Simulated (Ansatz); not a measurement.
# Clamped-ion strain scan in Cu

Level of theory: DFT PBEsol, scalar-relativistic, plane waves, PAW in Ansatz 0.2.0. Settings: plane waves to 350 eV, k-mesh 24×24×12 (Γ-centred), Gaussian smearing 0.15 eV. The cutoff lies under the one recommended for these potentials. No spin polarisation. Energies are free energies at this smearing, counted from the undisturbed cell; pressure is positive in compression.

Reference structure (as given, not relaxed at this level; it stands at -1.3 GPa; this form isn't the usual structure):

```xyz
2
Lattice="2.5341 0.0000 0.0000 -1.2670 2.1946 0.0000 0.0000 0.0000 4.1126" Properties=species:S:1:pos:R:3 pbc="T T T"
Cu    0.0000    1.4631    1.0281
Cu    1.2670    0.7315    3.0844
```

The cell is strained by ε times the Voigt pattern (1, 1, 0, 0, 0, 0) (xx, yy, zz, yz, xz, xy; engineering shear) with fractional coordinates fixed. The cell is metallic on the mesh throughout.

| ε | ΔE (meV/atom) | stress summed along the pattern (GPa, tension positive) |
| --- | --- | --- |
| -0.1500 | 1073.1 | -323.59 |
| -0.1125 | 500.8 | -180.46 |
| -0.0750 | 181.5 | -89.98 |
| -0.0375 | 33.4 | -32.23 |
| 0.0000 | 0.0 | 3.92 |
| 0.0375 | 43.9 | 26.18 |
| 0.0750 | 137.2 | 38.39 |
| 0.1125 | 260.2 | 44.86 |
| 0.1312 | 328.8 | 46.55 |
| 0.1500 | 400.8 | 47.55 |

Cost: 10 runs of about 1.2 core-minutes in all, on Intel Xeon Platinum 8375C (Ice Lake) (shared hosts).